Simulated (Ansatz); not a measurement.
**A Ga vacancy in cubic perovskite LaGaO3, 39 atoms, charge 0**

The calculation used DFT, PBEsol, PAW, plane waves in Ansatz.

Command:

```sh
ansatz run in.yaml --threads 2 --pin off --max-ram 19000MiB --runs-dir r --events-out ev --progress --plain --backend cuda --devices 0, --max-vram 18GiB
```

The input less its lattice and atoms (starting moments on atoms near the defect: 1 μB in all):

```yaml
crystal:
  symmetry: { detect: false }
kpoints:
  mp_grid: { grid: [1, 1, 1], shift: [0.25, 0.25, 0.25] }
hamiltonian:
  xc: pbesol
magnetization:
  spin_polarized: true
scf:
  occupations: { method: fermi_dirac, width: 0.01 }
relax:
  f_tol: 0.03
  max_steps: 80
  escape_saddle: false
  adjacent_minimum: "off"
output:
  forces: true
  eigenvalues: true
  populations: true
```

Start:

```xyz
39
Lattice="7.7293 0.0000 0.0000 0.0000 7.7293 0.0000 0.0000 0.0000 7.7293" Properties=species:S:1:pos:R:3 pbc="T T T"
La    0.0018    0.0323    0.0156
La    7.7008    7.7080    3.8547
La    7.7139    3.8441    0.0242
La    7.7017    3.8802    3.8884
La    3.8612    0.0224    7.7012
La    3.9009    0.0001    3.8943
La    3.8397    3.8585    0.0034
La    3.8634    3.8470    3.8572
Ga    1.9240    1.9530    5.8060
Ga    1.9289    5.7944    1.9081
Ga    1.9407    5.7981    5.7851
Ga    5.7768    1.9317    1.9545
Ga    5.8430    1.9661    5.8132
Ga    5.7892    5.7930    1.9667
Ga    5.7771    5.8207    5.8317
O     1.9181    1.9309    7.7234
O     1.9476    1.9201    3.8871
O     1.9518    5.7822    0.0262
O     1.9638    5.7967    3.8490
O     5.8375    1.9294    7.7100
O     5.7893    1.9252    3.8632
O     5.7866    5.8012    7.6934
O     5.8189    5.8384    3.8756
O     7.7209    1.9278    1.9388
O     7.7046    1.9318    5.7942
O     7.7245    5.7968    1.9139
O     7.7284    5.8236    5.8214
O     3.8875    1.9144    1.8656
O     3.8567    1.9121    5.8005
O     3.8377    5.8262    1.9561
O     3.8297    5.8030    5.7599
O     1.9210    0.0044    1.9171
O     1.9224    0.0126    5.7905
O     1.9241    3.8767    1.9363
O     1.9315    3.8986    5.8211
O     5.8373    7.7257    1.9156
O     5.8230    0.0027    5.7967
O     5.7834    3.8376    1.9186
O     5.8050    3.8387    5.7646
```

Steps:

| step | energy less the first (eV) | largest force component (eV/Å) |
| --- | --- | --- |
| start | 0.000 | 1.168 |
| 1 | -0.568 | 0.940 |
| 2 | -1.121 | 0.903 |
| 3 | -1.695 | 1.202 |
| 4 | -2.349 | 0.234 |
| 5 | -2.394 | 0.253 |
| 6 | -2.517 | 0.131 |
| 7 | -2.517 | 0.132 |
| 8 | -2.532 | 0.021 |

A structure on the way, about -2.35 eV from the start:

```
La Ga O
1.0
     7.72931    0.00000    0.00000
     0.00000    7.72931    0.00000
     0.00000    0.00000    7.72931
La Ga O
8 7 24
Direct
  0.00516 0.00256 0.00342
  0.01057 0.01417 0.48737
  0.01669 0.49044 0.01034
  0.00028 0.49510 0.49544
  0.49893 0.00646 0.00326
  0.48379 0.00859 0.48981
  0.48995 0.48733 0.01264
  0.49430 0.49690 0.49580
  0.25062 0.25046 0.75073
  0.24967 0.74965 0.25018
  0.25051 0.74938 0.74989
  0.74906 0.25081 0.25055
  0.75080 0.25042 0.74969
  0.75017 0.75034 0.25002
  0.75029 0.75119 0.74969
  0.21157 0.22873 0.99208
  0.28517 0.27121 0.50733
  0.29675 0.77400 0.99917
  0.20372 0.72691 0.50211
  0.78596 0.28973 0.99798
  0.71238 0.21151 0.50195
  0.69828 0.71303 0.99837
  0.80100 0.78928 0.49967
  0.99116 0.26447 0.28633
  0.99946 0.24244 0.70761
  0.99806 0.73767 0.20307
  0.00040 0.75586 0.80371
  0.50703 0.23746 0.21347
  0.50136 0.25816 0.79074
  0.50188 0.76244 0.29646
  0.49967 0.74558 0.69618
  0.23773 0.99354 0.27247
  0.25781 0.99862 0.72238
  0.26233 0.50658 0.22822
  0.24353 0.50153 0.77982
  0.76166 0.99922 0.20887
  0.74300 0.00065 0.79615
  0.73784 0.50187 0.29122
  0.75788 0.50001 0.70442
```

End:

```
La Ga O
1.0
     7.72931    0.00000    0.00000
     0.00000    7.72931    0.00000
     0.00000    0.00000    7.72931
La Ga O
8 7 24
Direct
  0.01948 0.99086 0.00340
  0.99681 0.02787 0.48979
  0.03010 0.48033 0.01026
  0.98417 0.50900 0.49880
  0.51574 0.99172 0.00114
  0.46972 0.02030 0.48962
  0.50299 0.47288 0.01001
  0.48025 0.50991 0.49651
  0.24995 0.25034 0.74999
  0.24990 0.75039 0.24995
  0.24987 0.75034 0.74999
  0.74991 0.25044 0.24997
  0.74991 0.25036 0.74993
  0.74994 0.75039 0.24998
  0.74991 0.75038 0.74995
  0.22036 0.22532 0.99087
  0.27948 0.27531 0.50908
  0.28403 0.78749 0.99841
  0.21578 0.71323 0.50152
  0.78209 0.29217 0.99820
  0.71765 0.20866 0.50173
  0.69734 0.71883 0.99947
  0.80252 0.78188 0.50048
  0.98888 0.28208 0.28552
  0.99761 0.28024 0.71211
  0.99756 0.71750 0.20914
  0.99994 0.71926 0.79784
  0.51090 0.21871 0.21447
  0.50224 0.22043 0.78789
  0.50232 0.78322 0.29084
  0.49987 0.78144 0.70214
  0.21830 0.98984 0.27972
  0.21888 0.99815 0.71376
  0.28156 0.51094 0.22018
  0.28093 0.50254 0.78613
  0.78223 0.99789 0.21004
  0.78179 0.00059 0.79387
  0.71755 0.50289 0.28985
  0.71797 0.50017 0.70606
```

The run converged.

Time: 72 s of wall time on one NVIDIA H100 with 2 processor threads, on a host shared with other runs; peak host memory 1.2 GiB.

Q: How much energy did the relaxation gain, and which atom moved most?

A: 2.53 eV in 8 steps, from a start with small random displacements (the gain also holds any tilting of the ideal host); atom 22 (O) moved 0.47 Å, the median atom 0.35 Å (drift of the whole cell removed).

The moment started at 1 μB and ended at 3.0 μB; no other spin state is shown. The program warned that the state may not be the lowest. The one k point has no symmetry partners, which can distort the end along one axis.
